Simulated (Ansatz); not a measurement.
Input:

GeMo:
Space group Pm-3m (No. 221); a = 3.126 Å, b = 3.126 Å, c = 3.126 Å, α = 90.00°, β = 90.00°, γ = 90.00°

```csv
atom,site,symmetry,x,y,z
Mo,1a,m-3m,0.0000,0.0000,0.0000
Ge,1b,m-3m,0.5000,0.5000,0.5000
```

This is the PBE-relaxed structure.

Q: All from PBE (plane waves, PAW; program Ansatz), unless another level is named. Predict the electronic character.

A: metallic (no gap).

Q: Predict the density of states at the Fermi level.

A: 1.4 states/eV per atom (mean over ±0.08 eV).

Q: What about the formation energy from the elements (no fitted shifts)?

A: 0.13 eV/atom.

A made-up cell: these elements were put on the sites of a structure type; neither database checked (COD, Materials Project) lists it. Whether it is the stable phase at ambient conditions was not checked. Symmetry was held in the PBE relaxation; its stability against distortions is not shown here. No spin polarisation was allowed. The references are the lowest solids computed at this level, not always the standard phases. Spin–orbit coupling is left out wherever it is not named.

Potentials: the later of the program's two PAW sets.
